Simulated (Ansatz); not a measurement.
La2CdNi2: Ni interstitial

Level of theory: PBEsol, collinear spin, scalar-relativistic; Ansatz, plane waves to 420 eV (PAW set soft_2), k-mesh 3×3×3.

The relaxed host crystal (no gap at this level of theory):

```cif
data_structure
_symmetry_space_group_name_H-M 'P 1'
_symmetry_Int_Tables_number 1
_cell_length_a 7.5057
_cell_length_b 7.5057
_cell_length_c 3.7968
_cell_angle_alpha 90.000
_cell_angle_beta 90.000
_cell_angle_gamma 149.079
_cell_volume 109.91
loop_
_atom_site_label
_atom_site_type_symbol
_atom_site_fract_x
_atom_site_fract_y
_atom_site_fract_z
_atom_site_occupancy
Cd1 Cd 0.00000 0.00000 0.00000 1
La1 La 0.63911 0.36089 0.50000 1
La2 La 0.36089 0.63911 0.50000 1
Ni1 Ni 0.80196 0.19804 0.00000 1
Ni2 Ni 0.19804 0.80196 0.00000 1
```

Supercell of 20 atoms, rows of the matrix [[-2,-2,0],[0,1,-1],[1,0,-1]] times the cell vectors; Ni interstitial at (0.500, 0.500, 0.250) in fractions of the cell above. Atoms are relaxed at the host's cell, from a start shaken by 0.05 Å near the defect.

How does the lattice relax around the defect?

Nearest atoms to the added Ni: relaxed Cd 2.47 Å, Cd 2.47 Å, La 2.59 Å, La 2.62 Å, La 2.89 Å, La 2.91 Å.

The largest move of an atom from its ideal place is 1.0 Å, so the cell rearranged and didn't merely relax.

```csv
charge,moment of the cell (μB),gap of the cell on the mesh (eV)
0,0.00,0.00
```

Formation energy of the neutral defect: 0.97 eV, taking atoms from and to the elements' standard states (no corrections for gases), so it belongs to those chemical potentials alone.

Relaxed cell at charge 0:

```
La2CdNi2 Ni_i charge 0
1.0
    -8.0033    0.0000    0.0000
     2.0008    7.2341   -3.7968
     2.0008   -7.2341   -3.7968
Cd La Ni
4 8 9
Direct
  0.4405 0.9864 0.9984
  0.2480 0.4951 0.4966
  0.0506 0.9884 0.9995
  0.7475 0.4959 0.4959
  0.3784 0.1135 0.4036
  0.1156 0.5858 0.8763
  0.8686 0.1049 0.3714
  0.6258 0.6196 0.8860
  0.3763 0.3905 0.1085
  0.1188 0.8813 0.5985
  0.8751 0.3936 0.1112
  0.6206 0.8797 0.5977
  0.5012 0.1924 0.8061
  0.2476 0.6903 0.2994
  0.9940 0.1844 0.7959
  0.7471 0.6977 0.2931
  0.4916 0.7941 0.1951
  0.2483 0.2923 0.6978
  0.0023 0.7950 0.1952
  0.7466 0.2947 0.6953
  0.7476 0.0197 0.9762
```

Caveats: a moment set at the start was lost; small supercell, so energies and levels can be off by tenths of an eV; one random start near the defect, so other minima are possible.
